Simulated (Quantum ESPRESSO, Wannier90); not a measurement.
InAs (zinc blende), plane waves to Wannier functions

```xyz
2
Lattice="0.0000 3.0536 3.0536 3.0536 0.0000 3.0536 3.0536 3.0536 0.0000" Properties=species:S:1:pos:R:3 pbc="T T T"
In     1.5268     1.5268     1.5268
As     0.0000     0.0000     0.0000
```

Structure: Materials Project mp-20305, symmetrised, not relaxed again. COD (Crystallography Open Database) has an entry of this formula and space group (matched by these alone). Computed values, not measurements, from PBEsol: Quantum ESPRESSO (norm-conserving PseudoDojo potentials, cutoff 68 Ry, spinors with spin-orbit coupling) on a Γ-centred 6×6×6 mesh, then Wannier90. Density: 10×10×10 mesh, cold smearing 0.01 Ry. With spin-orbit coupling a semilocal functional can close or falsely invert a small gap; the band order was not checked against a better method.

Base run: 16 functions from bands 21-50 of the 50 computed, start hydrogen-like In: s;p; As: s;p, centres 0.05 Å off the atoms, frozen window up to 1.50 eV relative to the Fermi level, outer window open. Rows change the key named; with other orbitals the number of functions and the frozen window follow, as listed; window edges are relative to the Fermi level. The misfit compares interpolated bands with pw.x on a high-symmetry path, for states up to 1.0 eV relative to the Fermi level. Converged means that the tolerances were met: symmetric starts can stop on a saddle, which shows as a larger Ω_OD at equal Ω_I and can move the misfit too.

Rows with other orbitals or bands describe another subspace, so their Ω_I can't be set against the base's. Runs that didn't settle are not listed.

```tsv
setting	orbitals	bands	functions	frozen to (eV)	Ω_I (Å²)	Ω_D (Å²)	Ω_OD (Å²)	rms misfit (meV)	worst (meV)	ended
base	In sp, As sp	21-50	16	1.50	22.91	0.03	3.61	7.1	33	converged
num_iter = 0 (projection only), orbitals on the atoms	In sp, As sp	21-50	16	1.50	22.92	0.03	12.41	6.0	34	no minimisation
start: the same orbitals exactly on the atoms	In sp, As sp	21-50	16	1.50	22.92	0.03	11.85	4.8	35	converged
start: sp3 on every atom	In sp, As sp	21-50	16	1.50	22.92	0.03	5.36	5.7	35	converged
start: atomic waves of the pseudopotential files	In 5s, In 5p, As 4s, As 4p	21-50	16	1.50	22.91	0.04	11.94	4.4	34	converged
atomic waves with projectability windows 0.01 and 0.95	In 5s, In 5p, As 4s, As 4p	21-50	16	1.50	24.51	0.08	12.01	8.0	35	converged
```
